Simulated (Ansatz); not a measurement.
BAs:
```yaml
crystal:
  lattice:
    - [3.42908, 0.00000, 0.00000]
    - [-1.71454, 2.96967, 0.00000]
    - [0.00000, 0.00000, 7.40282]
  atoms:
    - { symbol: B, position: [0.00000, 0.50000, 0.33333] }
    - { symbol: B, position: [0.50000, 0.50000, 0.66667] }
    - { symbol: B, position: [0.50000, 0.00000, 0.00000] }
    - { symbol: As, position: [0.00000, 0.50000, 0.83333] }
    - { symbol: As, position: [0.50000, 0.50000, 0.16667] }
    - { symbol: As, position: [0.50000, 0.00000, 0.50000] }
```

Cartesian axes are those of the cell as given.

Give the proper piezoelectric stress tensor with relaxed ions from PBEsol (plane waves, PAW; program Ansatz).

In C/m², rows x, y, z, Voigt columns; mesh uncertainty up to 0.01.
```
 0.00   0.00   0.00   0.44   0.00   0.00
 0.00   0.00   0.00   0.00  -0.44   0.00
 0.00   0.00   0.00   0.00   0.00   0.00
```

The elastic tensor of the same run (GPa):

```
 335  39.9  65.7   0.0   0.0   0.0
39.9   335  65.7   0.0   0.0   0.0
65.7  65.7   313   0.0   0.0   0.0
 0.0   0.0   0.0   169   0.0   0.0
 0.0   0.0   0.0   0.0   169   0.0
 0.0   0.0   0.0   0.0   0.0   148
```

Convert to strain constants d = e·S.

In pC/N:
```
 0.0   0.0   0.0   2.6   0.0   0.0
 0.0   0.0   0.0   0.0  -2.6   0.0
 0.0   0.0   0.0   0.0   0.0   0.0
```

Space group P6_422. The start of the workflow was typed in or built on a structure type; neither database checked (COD, Materials Project) lists it. It is not the phase usual at ambient conditions (space group No. 216). The cell was relaxed with PBEsol under the symmetry of its start; of distortions, only those at the zone centre were tested. Its formation energy is positive at this level, so the cell may be metastable or incomplete.

Potentials: the later of the program's two PAW sets.
